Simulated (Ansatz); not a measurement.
## Ga₃Sb: dependence on the spin–orbit coupling

Method: Ansatz 0.2.0, DFT PBEsol, plane waves, PAW. The atoms stay where they are, in a cell that isn't relaxed at these levels; pressure is positive in compression. “Off” is scalar-relativistic.

```yaml
crystal:
  lattice:
    - [-2.15880, 2.15880, 4.76048]
    - [2.15880, -2.15880, 4.76048]
    - [2.15880, 2.15880, -4.76048]
  atoms:
    - { symbol: Ga, position: [0.75000, 0.25000, 0.50000] }
    - { symbol: Ga, position: [0.25000, 0.75000, 0.50000] }
    - { symbol: Ga, position: [0.50000, 0.50000, 0.00000] }
    - { symbol: Sb, position: [0.00000, 0.00000, 0.00000] }
```

- plane-wave cutoff: 420 eV
- Γ-centred k-mesh: 14×14×14
- occupation rule: Gaussian smearing, 0.1 eV

| spin–orbit coupling | gap on mesh (eV) | P (GPa) |
| --- | --- | --- |
| off | metal | -3.5 |

Q: What do the runs give for on?

A: They give:

```json
{"spin–orbit coupling": "on", "gap on mesh (eV)": "metal", "P (GPa)": "-3.4"}
```